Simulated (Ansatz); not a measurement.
Relaxed-ion elastic tensor of ReW (CsCl type, space group No. 221) in GPa (Voigt order), PBEsol (plane waves, PAW; program Ansatz); density 20.27 g/cm³, 15.16 Å³ per atom.

```
502  280  280  0.0  0.0  0.0
280  502  280  0.0  0.0  0.0
280  280  502  0.0  0.0  0.0
0.0  0.0  0.0  175  0.0  0.0
0.0  0.0  0.0  0.0  175  0.0
0.0  0.0  0.0  0.0  0.0  175
```

**Question.** Is the crystal mechanically stable?

**Answer.** Yes: the smallest eigenvalue of C is 175 GPa.

**Question.** Work out the Voigt, Reuss and Hill averages.

**Answer.** K_V = 354, K_R = 354, K_H = 354; G_V = 149, G_R = 142, G_H = 146 GPa.

**Question.** Give Young's modulus, Poisson's ratio, Pugh's ratio and the universal anisotropy index.

**Answer.** E = 9KG/(3K + G) = 385 GPa; ν = 0.32; K/G = 2.43 (ductile by the Pugh limit of 1.75); A_U = 5G_V/G_R + K_V/K_R − 6 = 0.26.

**Question.** Estimate the sound speeds and the Debye temperature.

**Answer.** v_l = √((K + 4G/3)/ρ) = 5200 m/s, v_t = √(G/ρ) = 2680 m/s, mean 3000 m/s; Θ = (h/k)(3n/4πV)^(1/3) v_m = 361 K.

**Question.** Give the Zener ratio and Young's modulus along [100], [110] and [111].

**Answer.** A = 2C44/(C11 − C12) = 1.58; 1/E = S11 − 2(S11 − S12 − S44/2)Γ with Γ = 0, 1/4, 1/3 gives 301, 401, 451 GPa.

**Question.** Solve the Christoffel equation for the three sound speeds along [100], [110], [111].

**Answer.** Eigenvalues of C_ijkl n_j n_l equal ρv². In km/s, slowest first: [100] 2.94, 2.94, 4.98; [110] 2.34, 2.94, 5.29; [111] 2.55, 2.55, 5.39.

Space group Pm-3m (CsCl type). A made-up cell: these elements were put on the sites of a structure type; neither database checked (COD, Materials Project) lists it. Its standing as an ambient phase is unchecked. The PBEsol relaxation kept the symmetry of its start; whether a distortion lowers the energy is not shown. The run is not spin-polarised. As this level gives no gap, shear constants depend on the k-mesh and smearing (Fermi–Dirac, 0.1 eV here). Spin–orbit coupling is left out wherever it is not named.

Potentials: the later of the program's two PAW sets.
